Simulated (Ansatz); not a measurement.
WO₃:
```cif
data_O12W4
_chemical_formula_sum 'W4 O12'
_space_group_name_H-M_alt 'P-421m'
_space_group_IT_number 113
_space_group_name_Hall 'P -4 2ab'
_cell_length_a 7.57239
_cell_length_b 7.57239
_cell_length_c 3.87788
_cell_angle_alpha 90.000
_cell_angle_beta 90.000
_cell_angle_gamma 90.000
loop_
_atom_site_label
_atom_site_type_symbol
_atom_site_symmetry_multiplicity
_atom_site_Wyckoff_symbol
_atom_site_fract_x
_atom_site_fract_y
_atom_site_fract_z
_atom_site_occupancy
W1 W 4 e 0.73205 0.23205 0.05476 1
O1 O 4 e 0.24442 0.25558 0.48928 1
O2 O 8 f 0.25080 0.00563 0.00410 1
```

Relaxed with PBEsol.

Tabulate the valence density and the electron localisation function along the shortest W–O contact (1.77 Å), DFT-PBEsol in the program Ansatz with PAW potentials.



| distance from W (Å) | density (e/Å³) | ELF |
|---|---|---|
| 0.18 | 4.42 | 0.09 |
| 0.27 | 5.04 | 0.26 |
| 0.35 | 5.30 | 0.48 |
| 0.44 | 5.04 | 0.62 |
| 0.53 | 4.34 | 0.65 |
| 0.62 | 3.44 | 0.60 |
| 0.71 | 2.58 | 0.48 |
| 0.80 | 1.94 | 0.34 |
| 0.89 | 1.58 | 0.29 |
| 0.98 | 1.52 | 0.38 |
| 1.06 | 1.73 | 0.57 |
| 1.15 | 2.23 | 0.71 |
| 1.24 | 3.04 | 0.77 |
| 1.33 | 4.10 | 0.74 |
| 1.42 | 5.25 | 0.65 |
| 1.51 | 6.31 | 0.52 |
| 1.60 | 7.10 | 0.37 |

The density is the valence pseudo-density with augmentation charge, so density and ELF within about 1 Å of a nucleus are not all-electron values.

Space group P-42_1m. The workflow started from a Materials Project entry (that database holds measured and hypothetical structures alike); the Crystallography Open Database copy checked does not list it. COD files the formula under space group No. 2, 14, 62, 129, 130, 191, so this cell is another polymorph or a model. Its standing as an ambient phase is unchecked. The cell was relaxed with PBEsol under the symmetry of its start; its stability against distortions is not shown here. The run is not spin-polarised. No Hubbard U is applied. Spin–orbit coupling is left out wherever it is not named.

Potentials: the later of the program's two PAW sets.
